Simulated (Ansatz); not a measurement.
Elastic constants of MgO (Fm-3m) under pressure

```
Mg O
1.0
     0.00000    2.07959    2.07959
     2.07959    0.00000    2.07959
     2.07959    2.07959    0.00000
Mg O
1 1
Direct
  0.00000 0.00000 0.00000
  0.50000 0.50000 0.50000
```

This is the zero-pressure cell. At each pressure cell and atoms are relaxed in this structure, and the constants are slopes of the stress at strains of ±0.005 with relaxed ions (the coefficients that govern stability under load). Level: LDA, PAW on Ansatz 0.2.0's default frozen-core files (fitted under PBE), scalar-relativistic; k mesh 10×10×10, strains of ±0.005, fixed occupations, cutoff 420 eV. P is the pressure of the relaxed cell, less that of this one.

```tsv
P (GPa)	V/V₀	C11 (GPa)	C12 (GPa)	C44 (GPa)
0.00	1.0000	325.6	95.6	152.9
0.97	0.9945	334.5	97.1	153.8
2.01	0.9887	344.3	98.8	155.0
4.01	0.9780	362.7	102.1	157.1
7.00	?	?	?	?
10.00	0.9493	416.3	111.6	162.3
15.00	0.9282	459.7	118.7	166.2
```

**Question.** Does the bulk modulus from the constants agree with the pressure-volume curve?

**Answer.** A third-order Birch-Murnaghan fit to the volumes shown (F against f, f = [(V₀/V)^(2/3) − 1]/2) gives B₀ = 172.2 GPa and B′ = 4.2. Its −V dP/dV stands beside (C11 + 2C12)/3:

```
P (GPa)  from P(V)  from the constants
   0.00      172.2               172.3
   0.97      176.3               176.2
   2.01      180.6               180.6
   4.01      188.8               189.0
  10.00      213.1               213.2
  15.00      232.9               232.3
```

**Question.** What are the pressure derivatives at zero pressure?

**Answer.** Slopes at V₀ of quadratic fits in −ln(V/V₀) through the first four rows shown, divided by B₀: dC11/dP = 9.3, dC12/dP = 1.6, dC44/dP = 1.0. The mean slopes up to 2.0 GPa are 9.3, 1.6, 1.0; curvature and scatter of the constants part the two. The combination (dC11/dP + 2 dC12/dP)/3 = 4.1 stands against B′.

**Question.** Fill the row at 7.00 GPa.

**Answer.** Cubic fits in −ln(V/V₀) through all rows shown give C11 = 389.8, C12 = 106.9, C44 = 159.8 GPa. Computed: V/V₀ = 0.9631, C11 (GPa) = 390.1, C12 (GPa) = 107.0, C44 (GPa) = 160.0.

**Question.** Does a shear stiffness soften?

**Answer.** C44 goes from 152.9 to 166.2 GPa; (C11 − C12)/2 goes from 115.0 to 170.5 GPa. Neither ends more than 3 % under its start, and the lattice stays mechanically stable over this range.

Limits of these numbers: no other phase was computed; many crystals of this kind change structure within this range, and rows or crossings beyond such a change describe a metastable lattice; frozen-core PAW files fitted under PBE, their cores solved anew for the functional of the run; phonons weren't checked at these pressures.
